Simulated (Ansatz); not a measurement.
Ti₂SnC in space group P6_3/mmc (No. 194; Ti on 4f, Sn on 2d, C on 2a) under volume change, r²SCAN in the plane-wave PAW code Ansatz, shape and atoms relaxed at each volume.

```csv
V (Å³/atom),E − E(relaxed) (meV/atom),P (GPa)
13.552,64.8,16.89
13.999,___,___
14.445,6.4,4.72
14.892,0.0,0.00
15.339,___,___
15.786,21.6,-7.37
16.232,46.2,-10.15
```

Task: What belongs in the gaps?

Result: 
- 13.999, E − E(relaxed) (meV/atom): 27.1
- 13.999, P (GPa): 10.31
- 15.339, E − E(relaxed) (meV/atom): 5.7
- 15.339, P (GPa): -3.99

Task: What does a third-order Birch–Murnaghan fit give for V₀, B₀ and B′?

Result: V₀ = 14.89 Å³/atom, B₀ = 144 GPa, B′ = 4.6.

The first step of the workflow began from a Materials Project structure, measured or hypothetical; the Crystallography Open Database copy checked does not list it. Whether it is the stable phase at ambient conditions was not checked. Symmetry was held in the r²SCAN relaxation; its stability against distortions is not shown here. The run is not spin-polarised. Spin–orbit coupling is left out wherever it is not named.

Potentials: the later of the program's two PAW sets.
